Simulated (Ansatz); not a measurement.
# A series in space group Fm-3m

All 5 crystals share space group Fm-3m (No. 225) and the same kinds of sites, 1 atom in the primitive cell. They are database entries and needn't be the stable phases. The set is a selection: crystals with unstable modes on a coarse mesh or in a metal were left out. Cells are relaxed by PAW under the functional.

Quantity: harmonic phonons by finite displacements (negative means unstable), on a 4×4×4 q mesh. Level: PBEsol, all-electron LAPW in Ansatz 0.2.0, scalar-relativistic.

```csv
crystal,cell (conventional),k mesh,smearing (eV),highest mode (cm⁻¹),lowest at L (cm⁻¹),lowest at X (cm⁻¹),lowest at W (cm⁻¹)
Ca,a = 5.455 Å,16×16×16,0.05,171,78.3,131,110
K,a = 6.576 Å,16×16×16,0.05,81.2,32.0,56.0,51.7
Li,a = 4.319 Å,20×20×20,0.05,348,128,242,223
Pb,a = 4.931 Å,16×16×16,0.05,?,?,?,?
Pd,a = 3.875 Å,20×20×20,0.05,235,115,160,149
```

**Question.** What did the calculation give for Pb?

**Answer.** highest mode = 77.5 cm⁻¹, lowest at L = 32.6 cm⁻¹, lowest at X = 41.8 cm⁻¹, lowest at W = 55.2 cm⁻¹.

Known limits: responses of metals move with mesh and smearing; no spin-orbit coupling on heavy atoms (Pb).
